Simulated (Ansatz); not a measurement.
# Computed properties of GeRh2

GeRh2:
```cif
data_Ge4Rh8
_chemical_formula_sum 'Ge4 Rh8'
_space_group_name_H-M_alt 'P 1'
_space_group_IT_number 1
_cell_length_a 5.49600
_cell_length_b 4.00613
_cell_length_c 7.57850
_cell_angle_alpha 90.000
_cell_angle_beta 90.000
_cell_angle_gamma 90.000
loop_
_space_group_symop_operation_xyz
  'x, y, z'
loop_
_atom_site_label
_atom_site_type_symbol
_atom_site_fract_x
_atom_site_fract_y
_atom_site_fract_z
_atom_site_occupancy
Ge1 Ge 0.78516 0.75000 0.10503 1
Ge2 Ge 0.21484 0.25000 0.89497 1
Ge3 Ge 0.71484 0.25000 0.60503 1
Ge4 Ge 0.28516 0.75000 0.39497 1
Rh1 Rh 0.46955 0.75000 0.70338 1
Rh2 Rh 0.53045 0.25000 0.29662 1
Rh3 Rh 0.03045 0.25000 0.20338 1
Rh4 Rh 0.96955 0.75000 0.79662 1
Rh5 Rh 0.33861 0.75000 0.06947 1
Rh6 Rh 0.66139 0.25000 0.93053 1
Rh7 Rh 0.16139 0.25000 0.56947 1
Rh8 Rh 0.83861 0.75000 0.43053 1
```

Space group Pnma (No. 62); conventional cell a = 5.496 Å, b = 4.006 Å, c = 7.579 Å, α = β = γ = 90.00°.

Method: DFT-r²SCAN in the program Ansatz with PAW potentials. Structure relaxed to zero pressure with the same functional. Other levels are named where they apply.

### Cell and energy

- Volume per atom: 13.91 Å³
- Density: 11.08 g/cm³
- Formation energy from the elements (no fitted shifts): -470 meV/atom

### Electronic structure

- Electronic character = metallic (no gap)
- Density of states at the Fermi level = 0.83 states/eV per atom (mean over ±0.08 eV)

### Mechanics

- Bulk modulus (Birch–Murnaghan fit) = 216 GPa
- Pressure derivative B′ = 5.4

### Charges

- Bader charges = Ge +0.52, Rh -0.31 to -0.21 e

The workflow started from a Materials Project entry (that database holds measured and hypothetical structures alike); the Crystallography Open Database files this formula in space group No. 62, but the cells were not matched. Whether it is the stable phase at ambient conditions was not checked. The cell was relaxed with r²SCAN under the symmetry of its start; its stability against distortions is not shown here. The run is not spin-polarised. The references are the lowest solids computed at this level, not always the standard phases. Scalar-relativistic: spin–orbit coupling is off unless named, which matters more the heavier the elements.

Potentials: the later of the program's two PAW sets.
